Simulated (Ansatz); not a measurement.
# Trial inputs on Na₃Cl₂

The reference input for Ansatz (plane-wave DFT with PAW):

```yaml
crystal:
  lattice:
    - [1.759951, -10.170256, 0.0]
    - [1.759951, 10.170256, 0.0]
    - [0.0, 0.0, 3.527636]
  atoms:
    - { symbol: Na, position: [0.5, 0.5, 0.0] }
    - { symbol: Na, position: [0.331011, 0.668989, 0.0] }
    - { symbol: Na, position: [0.668989, 0.331011, 0.0] }
    - { symbol: Cl, position: [0.913402, 0.086598, 0.5] }
    - { symbol: Cl, position: [0.086598, 0.913402, 0.5] }
basis:
  ecutwfc: 420
kpoints:
  mp_grid: { grid: [4, 4, 4] }
hamiltonian:
  xc: pbe
scf:
  occupations: { method: gaussian, width: 0.1 }
output:
  forces: true
  stress: true
  eigenvalues: true
```

Command:

```bash
ansatz run input.yaml --threads 1 --pin off --max-ram 1331MiB --backend cpu --events-out ev --progress --plain --runs-dir out
```

The run converges in 7 SCF iterations on 21 irreducible k-points: pressure 0.08 GPa, largest force 0.014 eV/Å, no gap.

These settings were drawn at random to show what each does; none of the numbers is a converged property of the crystal. Each trial's input is given as a difference from the reference's; energies are extrapolated to zero smearing where there is one, and pressure is positive in compression.

Trial 1:

```diff
 kpoints:
-  mp_grid: { grid: [4, 4, 4] }
+  mp_grid: { kspacing: 0.89 }
```

How does this run end?

The run converges in 7 SCF iterations on 8 irreducible k-points: energy 24.1 meV per atom above the reference, pressure 0.28 GPa, largest force 0.010 eV/Å, no gap.

Trial 2:

```diff
 kpoints:
-  mp_grid: { grid: [4, 4, 4] }
+  mp_grid: { grid: [1, 1, 1], shift: [0.99, 0.55, 0.44] }
 hamiltonian:
-  xc: pbe
+  xc: pbesol
 scf:
-  occupations: { method: gaussian, width: 0.1 }
+  occupations: { method: methfessel_paxton, width: 0.089 }
```

What happens?

The run converges in 9 SCF iterations on 1 irreducible k-point: pressure -3.58 GPa, largest force 0.697 eV/Å, no gap.